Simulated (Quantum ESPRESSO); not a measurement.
# Mo2W3Al2In: one composition in several site orders

Computed values, not a measurement. The program is pw.x of Quantum ESPRESSO 7.5 (plane-wave density functional theory). The cell is made up: eight metal atoms on a face-centred cubic lattice, with elements, volume, strain and displacements drawn at random and not relaxed, so it may be unstable or far from any real phase. PseudoDojo standard norm-conserving files set the functional (PBE unless stated); there is no spin polarisation or spin-orbit coupling, the Fermi-Dirac width of 0.25 eV means electrons at about 2900 K, and the masses in the input are unused placeholders. Heavy elements are run without spin-orbit coupling, which real alloys of them have. A spin test at this wide smearing found no moment, but such smearing suppresses magnetism that the real alloy may have.

The runs put one composition on the sites in different orders. Cell, positions, cutoff, mesh and smearing stay as in the input of run 1; sites are counted in its order. Stress in the tables is positive in tension.

Input of run 1:

```
&control calculation='scf', pseudo_dir='./dojo.nc.sr.pbe.v0_5.standard.upf', outdir='./o', disk_io='minimal', tprnfor=.true., tstress=.true. /
&system ibrav=0, nat=8, ntyp=4, nbnd=59, ecutwfc=79.96652505, nosym=.true., tot_charge=0,
 occupations='smearing', smearing='fd', degauss=0.0183746611
/
&electrons conv_thr=1.470e-08, electron_maxstep=70, mixing_beta=0.5 /
ATOMIC_SPECIES
Al 1.0 Al.upf
In 1.0 In.upf
Mo 1.0 Mo.upf
W 1.0 W.upf
CELL_PARAMETERS angstrom
-4.0664 0.0 0.0
-2.0332 -4.0664 -2.0332
-2.0332 -4.0664 6.0996
ATOMIC_POSITIONS angstrom
Mo -0.0525 -0.0619 0.0295
W -1.9668 -4.0463 2.017
Mo -2.094 -1.9759 -0.0544
Al -4.0761 -6.1331 1.9417
W -4.1657 -4.1682 3.8728
In -4.0566 -4.1127 -0.0833
W -4.0609 -2.1444 2.0687
Al -6.2024 -6.1228 4.112
K_POINTS automatic
6 5 3 1 1 1
```

| run | elements on sites 1 to 8 | free energy less that of run 1 (eV) | -TS (eV) | pressure (GPa) | stress xx (GPa) | stress yy (GPa) | stress zz (GPa) | stress yz (GPa) | stress xz (GPa) | stress xy (GPa) | iterations |
| --- | --- | --- | --- | --- | --- | --- | --- | --- | --- | --- | --- |
| 1 | Mo W Mo Al W In W Al | 0.000 | -1.281 | -2.04 | 1.65 | 4.22 | 0.25 | 0.27 | 0.71 | -0.13 | 16 |
| 2 | Al Al W W Mo In W Mo | 0.588 | -1.369 | -2.92 | 4.86 | 0.16 | 3.73 | -0.89 | -0.58 | -0.33 | 17 |
| 3 | Mo Al W W In W Al Mo | 0.696 | -1.411 | -2.58 | 3.43 | 1.34 | 2.95 | -1.14 | -0.49 | 0.44 | 15 |
| 4 | Mo In Al W Al W Mo W | 0.359 | -1.302 | -3.11 | 1.84 | 2.12 | 5.36 | 0.74 | -0.31 | 0.33 | 15 |
| 5 | Al Mo In Al W Mo W W | 0.340 | -1.290 | -2.23 | 2.54 | 3.99 | 0.14 | -1.60 | 0.99 | -0.58 | 17 |
| 6 | Al Al In Mo W W Mo W | 0.435 | -1.313 | -2.72 | 1.27 | 5.16 | 1.72 | -1.96 | 0.20 | -0.61 | 15 |

Forces Fx Fy Fz (eV/Å):

| site | run 1 | run 2 | run 3 | run 4 | run 5 | run 6 |
| --- | --- | --- | --- | --- | --- | --- |
| 1 | 0.14 0.00 -1.11 | 0.04 0.45 -1.35 | -0.03 0.43 -0.34 | -0.06 0.37 -0.59 | 0.04 0.65 -0.50 | 0.01 0.82 -0.72 |
| 2 | -0.68 -0.57 0.18 | -0.87 -0.60 -0.07 | -0.84 -0.65 -1.49 | -1.16 -1.11 -1.05 | -0.40 -0.51 -0.02 | -0.85 -0.86 -0.56 |
| 3 | 0.19 -0.38 -0.57 | 0.27 -0.73 -0.74 | 0.19 -1.21 1.53 | 0.06 -0.30 -0.05 | 0.13 -1.00 0.60 | 0.13 -0.82 0.55 |
| 4 | -0.07 -0.58 0.73 | -0.13 -0.56 0.25 | -0.07 -0.02 -0.70 | 0.02 -0.21 0.79 | -0.05 -0.06 0.50 | -0.18 -0.12 0.19 |
| 5 | 0.54 0.71 0.77 | 0.81 0.27 1.63 | 0.76 0.83 1.90 | 0.67 0.33 2.02 | 0.16 0.67 1.35 | 0.71 0.33 1.51 |
| 6 | -0.28 0.34 0.69 | -0.20 0.43 0.72 | -0.14 -0.11 0.65 | -0.02 0.52 -0.21 | -0.32 0.47 0.79 | -0.33 0.66 1.27 |
| 7 | -0.03 0.33 0.16 | 0.03 0.47 0.38 | 0.02 1.25 -1.11 | 0.30 1.08 -0.63 | -0.05 0.38 -0.65 | 0.02 0.38 -0.45 |
| 8 | 0.19 0.14 -0.86 | 0.05 0.27 -0.83 | 0.10 -0.52 -0.44 | 0.18 -0.68 -0.26 | 0.50 -0.60 -2.07 | 0.48 -0.39 -1.79 |

The sites are displaced and not relaxed, so the energy differences mix bonding between neighbours with strain and are not ordering energies. A rerun of one cell of this series at a higher cutoff and on a denser mesh moved values by no more than 0.002 eV in energy, 0.05 GPa in stress and 0.008 eV/Å in force, and a second program with other atomic files agreed on that cell to 2 % rms in force and 0.5 GPa in pressure.